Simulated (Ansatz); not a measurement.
## ZrBr: relaxation (Ansatz)

Input:

```yaml
crystal:
  lattice:
    - [3.554455, 0.0, 0.0]
    - [-1.777227, 3.078254, 0.0]
    - [-1.777227, 1.026085, 9.494171]
  atoms:
    - { symbol: Zr, position: [0.2092, 0.7908, 0.6276] }
    - { symbol: Zr, position: [0.7908, 0.2092, 0.3724] }
    - { symbol: Br, position: [0.3917, 0.6083, 0.1751] }
    - { symbol: Br, position: [0.6083, 0.3917, 0.8249] }
  symmetry: { tolerance: 0.0003 }
kpoints:
  mp_grid: { grid: [7, 7, 7], shift: [0, 0, 0] }
magnetization:
  spin_polarized: false
scf:
  occupations: { method: fermi_dirac, width: 0.1339 }
  lower_state_search: "off"
hamiltonian:
  pseudopotentials: { kind: paw }
  xc: r2scan
basis:
  ecutwfc: 500
  fft_grid_basis: typed
relax:
  max_steps: 80
  f_tol: 0.03
output:
  forces: true
  stress: true
  eigenvalues: true
  bader: true
  populations: true
  elf: true
  write_potential: true
  volumetric_format: npy
  dos:
    e_range: [-12, 8]
    de: 0.05
    projected: { site_lists: { Br: [Br], Zr: [Zr] } }
checkpoint:
  read: saved_state
```

Run with:

```bash
ansatz run input.yaml --threads 2 --pin off --max-ram 3584MiB --backend cpu --events-out ev --progress --plain --runs-dir out
```

Origin of the cell: a database entry, scaled a little.

The saved state is a converged single point of the same cell.

Steps:

```
step  ΔF (meV/atom)  max force component (eV/Å)  SCF iterations  step was
   1            0.0                       0.511               5  accepted
   2          112.3                       3.519               7  rejected
   3           -6.2                       0.169               8  accepted
   4           -6.7                       0.028               4  accepted
   5           -6.7                       0.029               3  accepted
```

Step 1, with forces in eV/Å:

```xyz
4
Lattice="3.554 0.000 0.000 -1.777 3.078 0.000 -1.777 1.026 9.494" Properties=species:S:1:pos:R:3:forces:R:3 pbc="T T T" step=1
Zr   -1.777    3.078    5.959    0.000    0.000   -0.511
Zr    1.777    1.026    3.536    0.000    0.000    0.511
Br    0.000    2.052    1.662    0.000    0.000    0.081
Br    0.000    2.052    7.832    0.000    0.000   -0.081
```

Step 3, with forces in eV/Å:

```xyz
4
Lattice="3.554 0.000 0.000 -1.777 3.078 0.000 -1.777 1.026 9.494" Properties=species:S:1:pos:R:3:forces:R:3 pbc="T T T" step=3
Zr   -1.777    3.078    5.919    0.000    0.000   -0.169
Zr    1.777    1.026    3.575    0.000    0.000    0.169
Br    0.000    2.052    1.721    0.000    0.000   -0.130
Br    0.000    2.052    7.773    0.000    0.000    0.130
```

Step 4, with forces in eV/Å:

```xyz
4
Lattice="3.554 0.000 0.000 -1.777 3.078 0.000 -1.777 1.026 9.494" Properties=species:S:1:pos:R:3:forces:R:3 pbc="T T T" step=4
Zr   -1.777    3.078    5.916    0.000    0.000   -0.028
Zr    1.777    1.026    3.579    0.000    0.000    0.028
Br    0.000    2.052    1.711    0.000    0.000   -0.024
Br    0.000    2.052    7.783    0.000    0.000    0.024
```

Step 5, with forces in eV/Å:

```xyz
4
Lattice="3.554 0.000 0.000 -1.777 3.078 0.000 -1.777 1.026 9.494" Properties=species:S:1:pos:R:3:forces:R:3 pbc="T T T" step=5
Zr   -1.777    3.078    5.916    0.000    0.000   -0.029
Zr    1.777    1.026    3.579    0.000    0.000    0.029
Br    0.000    2.052    1.711    0.000    0.000   -0.024
Br    0.000    2.052    7.783    0.000    0.000    0.024
```

| Quantity | Value |
| --- | --- |
| Free energy lowered by | 6.7 meV/atom |
| Final pressure | -0.31 GPa |
| Relaxation steps listed | 5 |
| Formation energy (elements under the same functional, gases as molecules, uncorrected) | -1.182 eV/atom |

Caveats: no moments, though an odd count or open d shells may carry them; the SCF threshold is looser than advised for a stress; the relaxation held the start's symmetry, so the end may be a saddle point.

The run took 44 s on 2 threads of Intel(R) Xeon(R) 6975P-C (Granite Rapids), with other jobs on the host, peak memory 0.8 GiB, from a saved density.
